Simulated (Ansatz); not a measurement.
Space group P6_3/mmc (No. 194). a = 6.301 Å, b = 6.301 Å, c = 5.075 Å, α = 90.00°, β = 90.00°, γ = 120.00°
| atom | site | symmetry | x | y | z |
| --- | --- | --- | --- | --- | --- |
| Sc | 6h | mm2 | 0.8287 | 0.1713 | 0.7500 |
| Al | 2d | -6m2 | 0.6667 | 0.3333 | 0.2500 |

Equation of state of this Sc$_{3}$Al structure (not necessarily the ground state), with shape and atoms relaxed at each volume where symmetry leaves them free. It has no gap at any of these volumes. Theory: DFT r2SCAN, scalar-relativistic, plane waves, PAW in Ansatz 0.2.0.

Plane waves to 500 eV, a k mesh through Γ of 6×6×8 on the computed 8-atom cell and Gaussian smearing (0.10 eV); collinear spin.

```json
{"V (Å³/atom)": "19.194", "E − E(largest V) (meV/atom)": "40.65", "P (GPa)": "10.87"}
{"V (Å³/atom)": "19.849", "E − E(largest V) (meV/atom)": "3.07", "P (GPa)": "7.60"}
{"V (Å³/atom)": "20.503", "E − E(largest V) (meV/atom)": "-21.90", "P (GPa)": "4.72"}
{"V (Å³/atom)": "21.157", "E − E(largest V) (meV/atom)": "-35.86", "P (GPa)": "2.20"}
{"V (Å³/atom)": "21.812", "E − E(largest V) (meV/atom)": "-40.19", "P (GPa)": "0.00"}
{"V (Å³/atom)": "22.466", "E − E(largest V) (meV/atom)": "-36.18", "P (GPa)": "-1.92"}
{"V (Å³/atom)": "23.120", "E − E(largest V) (meV/atom)": "-24.88", "P (GPa)": "-3.59"}
{"V (Å³/atom)": "23.993", "E − E(largest V) (meV/atom)": "0.00", "P (GPa)": "-5.51"}
```

Task: Fit a third-order Birch–Murnaghan equation to E(V).

Result: V0 = 21.81 Å³/atom, B0 = 68 GPa, B0' = 3.5.

The state reached may not be the lowest one.